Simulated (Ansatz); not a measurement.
Relaxed YPd$_{2}$Si$_{2}$ (space group I4/mmm):

```
CELL_PARAMETERS angstrom
     -2.04803     2.04803     4.95527
      2.04803    -2.04803     4.95527
      2.04803     2.04803    -4.95527
ATOMIC_POSITIONS crystal
  Y  0.00000 0.00000 0.00000
  Si 0.61688 0.61688 0.00000
  Si 0.38312 0.38312 0.00000
  Pd 0.75000 0.25000 0.50000
  Pd 0.25000 0.75000 0.50000
```

Level of theory: PBEsol (plane waves to 420 eV, PAW, scalar-relativistic; Ansatz, a program for electronic structure). k mesh 13×13×13 (Γ-centred), Fermi-Dirac smearing 0.05 eV. With partly filled bands, energies and forces of such displacements shift with the k mesh and the smearing. YPd2Si2 is run without spin polarisation. YPd2Si2 was relaxed with its symmetry unable to fall.

One atom of the cell was then moved (with its periodic images), all else fixed, and the forces (eV/Å) came out as:

| atom | Fx | Fy | Fz |
|---|---|---|---|
| Y1 | 0.000 | 0.000 | 0.138 |
| Si2 | 0.000 | 0.000 | 1.393 |
| Si3 | 0.000 | 0.000 | -2.233 |
| Pd4 | 0.000 | 0.000 | 0.351 |
| Pd5 | 0.000 | 0.000 | 0.351 |

Q: Which atom was moved, and by which vector (Å)?

A: Si3, by (0.00, 0.00, 0.14), 0.14 Å in all.

(For displaced atoms, the force is minus the slope of the energy, and its curvature is a force constant, which sets phonon frequencies.)
